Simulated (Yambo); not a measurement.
**LiBaF₃: lowest vertical excitons**

```xyz
5
Lattice="3.9886 0.0000 0.0000 0.0000 3.9886 0.0000 0.0000 0.0000 3.9886" Properties=species:S:1:pos:R:3 pbc="T T T"
Li     1.9943     1.9943     1.9943
F      0.0000     1.9943     1.9943
F      1.9943     0.0000     1.9943
F      1.9943     1.9943     0.0000
Ba     0.0000     0.0000     0.0000
```

The geometry is that of Materials Project entry mp-10250, symmetrised and not relaxed again.

BSE in Yambo on norm-conserving PBEsol (Quantum ESPRESSO, 84 Ry, no spin-orbit coupling) bands: 8×8×8 mesh, 9 valence and 3 conduction bands, static screening with 40 bands and a 3 Ry block, scissor 3.23 eV, Tamm-Dancoff; field along x.

| state | energy (eV) | states within 2 meV | relative strength | class | main transitions |
|---|---|---|---|---|---|
| 1 | 8.93 | 3 | < 0.01 | dark | several band pairs |
| 2 | 8.96 | 3 | 0.44 | strong | several band pairs |
| 3 | 9.48 | 3 | < 0.01 | dark | several band pairs |
| 4 | 9.49 | 3 | 1.00 | strong | several band pairs |
| 5 | 9.51 | 3 | < 0.01 | dark | several band pairs |
| 6 | 9.55 | 3 | < 0.01 | dark | several band pairs |

These are vertical excitations (zero momentum). The direct quasiparticle gap on this mesh is 9.84 eV; counted from there, state 1 is bound by 0.92 eV. On a 4×4×4 mesh the same difference is 1.08 eV, so it isn't converged.

Spin singlets only. Strengths are relative to the strongest of the lowest states of this run; strong means a line over 3 % of the spectrum's maximum, dark under 0.03 %. Absolute energies carry the error of the G0W0 scissor, whose convergence isn't established.

The cell is held in this high symmetry; tilts and polar distortions were not searched.

The structure is a Materials Project entry; no match was found in the copy of COD used, and its stability was not checked.
